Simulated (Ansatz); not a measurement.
# Structure search: one Cd₂Te₃ candidate

Computed with DFT PBE, scalar-relativistic, plane waves, PAW (Ansatz). Cutoff 420 eV, Gaussian smearing, Γ-centred meshes. Cell and atoms relax first on a coarse mesh and then on a finer one. In between, the cell is made exact in the group found at 0.06 Å. In metals the finer mesh still leaves noise of several meV/atom or more. The steps can't lower the symmetry of their start. No spin polarisation.

The guess for Cd₂Te₃ was made by a generator: random cell by space group and Wyckoff sites (Pm-3m, No. 221). Lengths were set from tabulated atomic sizes, so they are only a guess.

```xyz
5
Lattice="5.5501 0.0000 0.0000 0.0000 5.5501 0.0000 0.0000 0.0000 5.5501" Properties=species:S:1:pos:R:3 pbc="T T T"
Cd    2.7750    2.7750    2.7750
Cd    0.0000    0.0000    0.0000
Te    2.7750    0.0000    0.0000
Te    0.0000    2.7750    0.0000
Te    0.0000    0.0000    2.7750
```

The zero of energy is the elements' standard structures at the same level; no fitted shifts are applied.

Q: Describe the relaxed structure.

A: The symmetry stays Pm-3m (No. 221). The volume per atom grows by 4.6 %, from 34.2 to 35.8 Å³. The shortest distance goes from 2.78 Å (Cd–Te) to 2.82 Å (Cd–Te). Conventional cell: a = 5.634 Å. Around Cd on its first site lie 12 Te at 3.98 Å (long contacts); Cd on its second site is surrounded by 6 Te at 2.82 Å; Te has 2 Cd at 2.82 Å, 4 Cd at 3.98 Å and 8 Te at 3.98 Å.

```yaml
crystal:
  lattice:
    - [5.63446, 0.00000, 0.00000]
    - [0.00000, 5.63446, 0.00000]
    - [0.00000, 0.00000, 5.63446]
  atoms:
    - { symbol: Cd, position: [0.50000, 0.50000, 0.50000] }
    - { symbol: Cd, position: [0.00000, 0.00000, 0.00000] }
    - { symbol: Te, position: [0.50000, 0.00000, 0.00000] }
    - { symbol: Te, position: [0.00000, 0.50000, 0.00000] }
    - { symbol: Te, position: [0.00000, 0.00000, 0.50000] }
```

Q: How does it come out in energy, and is it a metal?

A: The formation energy is +0.48 eV/atom and the gap on the 8×8×8 mesh of the 5-atom cell is 0 eV (a metal).

It can't be a ground state, since the elements alone are lower.

The last run used Gaussian smearing of 0.10 eV. These runs have no spin–orbit coupling, which can matter for Te. The reference form of Te is held partly by dispersion forces, which this level lacks. Symmetry constrained the relaxation, so the result can be a saddle point. Another cell of Cd2Te3 relaxed alike, in R-3c, lies 0.53 eV/atom lower, so this cell isn't the stable form at this level.
